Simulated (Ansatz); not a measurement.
Sr$_{2}$MoO$_{4}$:
```
Sr2MoO4
1.0
   -1.93910     1.93910     6.39734
    1.93910    -1.93910     6.39734
    1.93910     1.93910    -6.39734
Sr Mo O
2 1 4
Direct
  0.35128   0.35128   0.00000
  0.64872   0.64872   0.00000
  0.00000   0.00000   0.00000
  0.50000   0.00000   0.50000
  0.00000   0.50000   0.50000
  0.83629   0.83629   0.00000
  0.16371   0.16371   0.00000
```

Relaxed with PBEsol. Special points in fractions of this cell's reciprocal vectors: Γ (0.000, 0.000, 0.000); X (0.000, 0.000, 0.500); P (0.250, 0.250, 0.250); N (0.000, 0.500, 0.000); M (0.500, 0.500, -0.500); S (0.273, 0.727, -0.273); S0 (-0.273, 0.273, 0.273); R (-0.046, 0.046, 0.500); G (0.500, 0.500, -0.046).

Q: List the band energies nearest the Fermi level at these points for PBEsol with spin–orbit coupling (plane waves, PAW; program Ansatz).

A: In eV from the Fermi level; about four levels below and three above (degenerate sets whole), none deeper than 8.9 eV; points with the same levels are listed once.

```csv
k,below,above
Γ,-0.76 -0.76 -0.68 -0.68,1.60 1.60 2.25 2.25
X,-3.38 -3.38 -2.93 -2.93,1.37 1.37 1.63 1.63
P,-3.13 -3.13 -3.12 -3.12,1.42 1.42 1.50 1.50
N,-3.46 -3.46 -0.31 -0.31,1.04 1.04 1.30 1.30
M,-0.28 -0.28 -0.20 -0.20,1.46 1.46 2.42 2.42
S,-3.38 -3.38 -0.29 -0.29,0.99 0.99 1.29 1.29
R,-3.44 -3.44 -2.94 -2.94,1.31 1.31 1.58 1.58
```

Space group I4/mmm. The workflow started from a Materials Project entry (that database holds measured and hypothetical structures alike); the Crystallography Open Database copy checked does not list it. Its standing as an ambient phase is unchecked. The cell was relaxed with PBEsol under the symmetry of its start; whether a distortion lowers the energy is not shown. No spin polarisation was allowed. No Hubbard U is applied.

Potentials: the later of the program's two PAW sets.
